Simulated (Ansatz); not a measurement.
Input:

NiSb:
Space group P6₃/mmc (No. 194); a = b = 3.914 Å, c = 5.074 Å, α = β = 90.00°, γ = 120.00°

| atom | site | symmetry | x | y | z |
|---|---|---|---|---|---|
| Ni | 2a | -3m. | 0.0000 | 0.0000 | 0.0000 |
| Sb | 2c | -6m2 | 0.3333 | 0.6667 | 0.2500 |

This is the PBEsol-relaxed structure.

### Question
All from PBEsol (plane waves, PAW; program Ansatz), unless another level is named. Give the electronic character.

### Answer
metallic (no gap).

### Question
And the density of states at the Fermi level?

### Answer
0.49 states/eV per atom (mean over ±0.08 eV).

### Question
Predict the formation energy from the elements (no fitted shifts).

### Answer
-0.31 eV/atom.

### Question
Predict the gap with spin–orbit coupling.

### Answer
none (metallic).

Space group P6_3/mmc (NiAs type). The cell was relaxed with PBEsol under the symmetry of its start; of distortions, only those at the zone centre were tested. The workflow began spin-polarised and lost its moments. The references are the lowest solids computed at this level, not always the standard phases. Spin–orbit coupling is left out wherever it is not named.

Potentials: the later of the program's two PAW sets.
